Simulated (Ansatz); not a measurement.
YPt₃:
```
CELL_PARAMETERS angstrom
     -2.02369     2.02369     4.16622
      2.02369    -2.02369     4.16622
      2.02369     2.02369    -4.16622
ATOMIC_POSITIONS crystal
  Pt 0.50000 0.50000 0.00000
  Pt 0.75000 0.25000 0.50000
  Pt 0.25000 0.75000 0.50000
  Y  0.00000 0.00000 0.00000
```

Relaxed with PBEsol.

Task: Decompose the optical modes at the zone centre into irreducible representations, and say which are infrared and Raman allowed.

Result: Point group 4/mmm: Γ_opt = 2A2u + B1g + Eg + 2Eu. Infrared: A2u, Eu. Raman: B1g, Eg.

Task: Assign frequencies (DFPT, DFT-PBEsol in the program Ansatz with PAW potentials).

Result: Eu 76, B1g 95, A2u 111, Eg 113, A2u 190, Eu 190 cm⁻¹.

Subscripts of B labels follow the axes of the standard setting.

Space group I4/mmm. A made-up cell: these elements were put on the sites of a structure type; neither database checked (COD, Materials Project) lists it. COD files the formula under space group No. 221. Its standing as an ambient phase is unchecked. The PBEsol relaxation kept the symmetry of its start; whether a distortion lowers the energy is not shown. The run is not spin-polarised. As this level gives no gap, phonon frequencies hold no LO–TO term and depend on the k-mesh and smearing (Fermi–Dirac, 0.1 eV here). Spin–orbit coupling is left out wherever it is not named.

Potentials: the earlier of the program's two PAW sets. The files were generated under PBE; for other functionals the program regenerates the frozen cores, and for LDA and PBEsol the local potential too.
